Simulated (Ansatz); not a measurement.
Recipe of this trial structure of Li2ScVC6N6: cyanide-bridged rock-salt net of two metals, 2 guest cations a cell (Fm-3m, No. 225). Lengths were set from tabulated atomic sizes, so they are only a guess.

```cif
data_structure
_symmetry_space_group_name_H-M 'Fm-3m'
_symmetry_Int_Tables_number 225
_cell_length_a 10.3990
_cell_length_b 10.3990
_cell_length_c 10.3990
_cell_angle_alpha 90.000
_cell_angle_beta 90.000
_cell_angle_gamma 90.000
_cell_volume 1124.54
loop_
_atom_site_label
_atom_site_type_symbol
_atom_site_symmetry_multiplicity
_atom_site_Wyckoff_symbol
_atom_site_fract_x
_atom_site_fract_y
_atom_site_fract_z
_atom_site_occupancy
Li1 Li 8 c 0.25000 0.75000 0.75000 1
Sc1 Sc 4 a 0.00000 0.00000 0.00000 1
V1 V 4 b 0.50000 0.00000 0.00000 1
C1 C 24 e 0.19444 0.00000 0.00000 1
N1 N 24 e 0.30695 0.00000 0.00000 1
```

Computed with DFT PBE, scalar-relativistic, plane waves, PAW (Ansatz 0.2.0). Cutoff 420 eV, Gaussian smearing, Γ-centred meshes. Cell and atoms relax first on a coarse mesh and then on a finer one. In between, the cell is made exact in the group found at 0.06 Å. In metals the finer mesh still leaves noise of several meV/atom or more. The steps can't lower the symmetry of their start. Collinear spin, starting moments V 2.0 μB.

A guess keeps its type if space group and coordination stay and the shape of the cell changes little (axis ratios within about 15 %, angles within 6°); the volume may change.

Q: Does it keep its structure type, or change into something else?

A: It keeps its type. The symmetry stays Fm-3m (No. 225). The volume per atom grows by 17.0 %, from 17.6 to 20.6 Å³. The shortest distance goes from 1.17 Å (C–N) to 1.18 Å (C–N). Counting neighbours within 15 % of an atom's shortest distance, the start has C 1, Li 24, N 1, Sc 6, V 6 and the end C 1, Li 24, N 1, Sc 6, V 6.

The last run used collinear spin, a 6×6×6 mesh for its 16-atom cell and Gaussian smearing of 0.10 eV. In such compounds of V a zero gap at this level may well be an artefact, since no Hubbard U is applied. Another magnetic order may lie lower. A structure relaxed within its symmetry needn't be a true minimum.
